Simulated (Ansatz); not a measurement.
## Al₂Ru: zone-centre modes at 5 GPa

These are results of DFT LDA, scalar-relativistic, plane waves, PAW in Ansatz, not measurements. Cutoff 420 eV, 20×20×20 k-points (Γ-centred), Fermi-Dirac smearing of 0.15 eV. No spin polarisation. Phonons by linear response, acoustic sum rule imposed.

The cell, relaxed at 5 GPa:
```xyz
3
Lattice="-1.5383 1.5383 4.1336 1.5383 -1.5383 4.1336 1.5383 1.5383 -4.1336" Properties=species:S:1:pos:R:3 pbc="T T T"
Al    0.0000    0.0000    5.4522
Al    0.0000    0.0000    2.8150
Ru    0.0000    0.0000    0.0000
```

In a metal, frequencies and elastic constants depend on the k mesh and the smearing, soft modes and shear constants most. Other phases may be more stable at this pressure.

Question: Is this structure stable against zone-centre distortions?

Answer: Yes, at Γ: no optical mode is imaginary. Strains and other wave vectors aren't tested by this run.

Question: List the optical modes at Γ (i marks imaginary ones).

Answer:
| frequency (meV) | degeneracy |
| --- | --- |
| 33.3 | 1 |
| 34.4 | 2 |
| 43.2 | 2 |
| 57.6 | 1 |

Cost: 1 run of about 2.2 core-minutes, on AMD EPYC 9R45 (Zen 5) (shared hosts).